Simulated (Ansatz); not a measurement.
CuI (zinc blende), conventional cell a = b = c = 6.079 Å, α = β = γ = 90.00°. The calculation uses the primitive cell of 2 atoms, to which meshes and values per cell refer.

Equation-of-state scan: isotropic scaling of the cell above, V₀ being its volume. Symmetry pins the atoms to their sites.

Calculation: PBE (plane waves to 420 eV, PAW, scalar-relativistic; Ansatz, a first-principles code). k mesh 9×9×9 (Γ-centred), Fermi-Dirac smearing 0.05 eV. Energies are smeared free energies. Stress and pressure are positive under compression. CuI is run without spin polarisation. CuI was relaxed with its symmetry unable to fall. Spin-orbit coupling is left out, though I is heavy. The zero of ΔE is the relaxed starting cell.

### Question
Give the computed ΔE (eV/atom) and P (GPa) at V/V₀ = 0.900, 0.925, 0.950, 0.975, 1.050, 1.100.

### Answer
| V/V₀ | ΔE (eV/atom) | P (GPa) |
|---|---|---|
| 0.900 | 0.0423 | 5.40 |
| 0.925 | 0.0225 | 3.72 |
| 0.950 | 0.0094 | 2.28 |
| 0.975 | 0.0022 | 1.04 |
| 1.050 | 0.0078 | -1.68 |
| 1.100 | 0.0281 | -2.90 |

(A scan under strain: stresses follow from slopes of the energy per volume, elastic moduli from its curvatures.)
